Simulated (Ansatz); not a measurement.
Theory: Ansatz, DFT PBE, scalar-relativistic, plane waves, PAW. Settings: cutoff 420 eV, Γ-centred meshes spaced at most about 0.3 Å⁻¹, and about 0.25 Å⁻¹ or finer for metals (2π included), Gaussian smearing. Collinear spin in cells that started with moments and kept them past the coarse steps, no spin elsewhere.

All energies are static (0 K, no zero-point motion).

Two forms of Nb2Te2S were relaxed alike.

A. (site moments Nb 0.6 (×2) μB)

```yaml
crystal:
  lattice:
    - [-2.38715, 2.38715, 5.59865]
    - [2.38715, -2.38715, 5.59865]
    - [2.38715, 2.38715, -5.59865]
  atoms:
    - { symbol: Nb, position: [0.75000, 0.25000, 0.50000] }
    - { symbol: Nb, position: [0.25000, 0.75000, 0.50000] }
    - { symbol: Te, position: [0.36682, 0.36682, 0.00000] }
    - { symbol: Te, position: [0.63318, 0.63318, 0.00000] }
    - { symbol: S, position: [0.00000, 0.00000, 0.00000] }
```

B. (no spin)

```yaml
crystal:
  lattice:
    - [-2.34221, 2.34221, 5.60944]
    - [2.34221, -2.34221, 5.60944]
    - [2.34221, 2.34221, -5.60944]
  atoms:
    - { symbol: Nb, position: [0.61146, 0.61146, 0.00000] }
    - { symbol: Nb, position: [0.38854, 0.38854, 0.00000] }
    - { symbol: Te, position: [0.75000, 0.25000, 0.50000] }
    - { symbol: Te, position: [0.25000, 0.75000, 0.50000] }
    - { symbol: S, position: [0.00000, 0.00000, 0.00000] }
```

Problem. Which arrangement of the elements on these sites is preferred, and by what margin?

Solution. A is lower, by 16 meV/atom. The two share one framework of sites and differ in which element sits where. A has space group I4/mmm (No. 139), 25.5 Å³/atom and no gap on its mesh; B has space group I4/mmm (No. 139), 24.6 Å³/atom and no gap. Counting S or Te atoms around Nb (for each partner element, those within 1.25 times its shortest distance or 1.15 times the sum of covalent radii, where it is the nearest in units of that sum or under 1.3), A and B both have Nb 4. A holds Te–Te pairs (shortest 2.98 Å); in B the shortest Te–Te distance is 3.31 Å, near bonding range too. Their magnetic states differ too, which can make part of the margin. The lower one is the more open, so pressure narrows the difference. Even the lower one lies +0.35 eV/atom against the reference forms of the elements (uncorrected), so neither is stable at this level. Both come from invented guesses. A third cell relaxed alike, in P-3m1, lies 0.97 eV/atom below the lower of the two.

These runs have no spin–orbit coupling, which can matter for Te. The magnetic state reached may not be the lowest. Cells relaxed within their symmetry can be saddle points.
